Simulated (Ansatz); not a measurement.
CO2 on a (100) slab of Cu (Fm-3m (No. 225)), 4 planes, outer planes Cu (top) and Cu (bottom), 1 a cell of 25.4 Å², relaxed and still whole (its atoms last):

```yaml
crystal:
  lattice:
    - [5.03937, 0.00000, 0.00000]
    - [0.00000, 5.03937, 0.00000]
    - [0.00000, 0.00000, 24.78266]
  atoms:
    - { symbol: Cu, position: [0.25000, 0.25000, 0.32281] }
    - { symbol: Cu, position: [0.25000, 0.75000, 0.32281] }
    - { symbol: Cu, position: [0.75000, 0.25000, 0.32281] }
    - { symbol: Cu, position: [0.75000, 0.75000, 0.32281] }
    - { symbol: Cu, position: [0.50000, 0.50000, 0.39470] }
    - { symbol: Cu, position: [0.50000, 0.00000, 0.39470] }
    - { symbol: Cu, position: [0.00000, 0.50000, 0.39470] }
    - { symbol: Cu, position: [0.00000, 0.00000, 0.39470] }
    - { symbol: Cu, position: [0.75006, 0.74997, 0.46805] }
    - { symbol: Cu, position: [0.75007, 0.24990, 0.46819] }
    - { symbol: Cu, position: [0.24999, 0.74995, 0.46813] }
    - { symbol: Cu, position: [0.24998, 0.24992, 0.46804] }
    - { symbol: Cu, position: [0.99977, 0.00017, 0.53967] }
    - { symbol: Cu, position: [0.00064, 0.50054, 0.53897] }
    - { symbol: Cu, position: [0.49938, 0.99930, 0.53895] }
    - { symbol: Cu, position: [0.50040, 0.49955, 0.53956] }
    - { symbol: O, position: [0.59551, 0.40433, 0.66597] }
    - { symbol: C, position: [0.75936, 0.23970, 0.66431] }
    - { symbol: O, position: [0.92330, 0.07497, 0.66291] }
```

Level of theory: DFT PBE+D3(BJ), scalar-relativistic, plane waves, PAW (Ansatz 0.2.0). Plane waves to 420 eV, a k mesh through Γ of 4×4×1 on the computed 19-atom cell and Gaussian smearing (0.10 eV); no spin polarisation. The cell repeats along c with a dipole correction in the vacuum.

It binds with 0.28 eV a molecule against the clean slab and the free molecule (no zero-point or thermal terms); its shortest contact is O–Cu 3.10 Å. Take first-order desorption with no barrier to adsorption, no reaction on the face and an assumed prefactor of 10^13 s⁻¹.

(1) How long does a molecule stay at 473 K?

(2) Where does its peak lie in a desorption experiment heated at 2 K/s?

(3) Is this physisorption or chemisorption?

Results:

(1) τ = ν⁻¹·exp(E/k_BT) with k_BT = 0.0408 eV: E/k_BT = 6.9, so τ ≈ 1×10^-10 s. At about one hit a site a second (10⁻⁶ mbar) the coverage is near τ × 1 s⁻¹, so a layer needs more than atmospheric pressure.

(2) The peak obeys E/(k_B·T_p²) = (ν/β)·exp(−E/k_BT_p). Solving gives T_p ≈ 107 K (E/k_BT_p = 30.5). An error of 0.1 eV in E moves it by about 38 K, and larger molecules have larger prefactors, which lowers it.

(3) The tightest contact, O–Cu 3.10 Å, is 1.57 times the sum of covalent radii, and deformation and lateral interaction add up to -0.04 eV; about 0.02 e cross the plane between them. This is physisorption.